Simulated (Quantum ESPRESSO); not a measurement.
# Kohn-Sham bands of SiC (zinc blende)

```xyz
2
Lattice="0.0000 2.1770 2.1770 2.1770 0.0000 2.1770 2.1770 2.1770 0.0000" Properties=species:S:1:pos:R:3 pbc="T T T"
Si    -1.0885    -1.0885    -1.0885
C      0.0000     0.0000     0.0000
```

Materials Project entry mp-8062; symmetrised, unrelaxed at this level. COD (Crystallography Open Database) has the formula in 5 space groups, this one among them (matched by group alone). Method: PBEsol plane waves in Quantum ESPRESSO 7.5 (PseudoDojo norm-conserving files, 66 Ry, no spin polarisation, no spin-orbit coupling), Bloch states on a 12×12×12 mesh through Γ, Wannier90 4.0.1. Density: 12×12×12 mesh, cold smearing 0.01 Ry.

Energies are relative to the valence-band maximum; weights are on the orthonormalised atomic waves of the pseudopotential files, averaged over the group. 8 electrons a cell are treated as valence.

```json
[
 {"bands": "1", "from (eV)": "-15.46", "to (eV)": "-10.14", "filling": "filled", "weight on atomic waves": "___"},
 {"bands": "2–4", "from (eV)": "-8.63", "to (eV)": "0.00", "filling": "filled", "weight on atomic waves": "___"}
]
```

**Question.** Which atomic shells make up each group?

**Answer.** 
- 1, weight on atomic waves: C 2s 44 %, Si 3p 30 %, Si 3s 18 %
- 2–4, weight on atomic waves: C 2p 62 %, Si 3p 25 %, Si 3s 8 %

The Kohn-Sham gap over both meshes and the path is 1.24 eV.
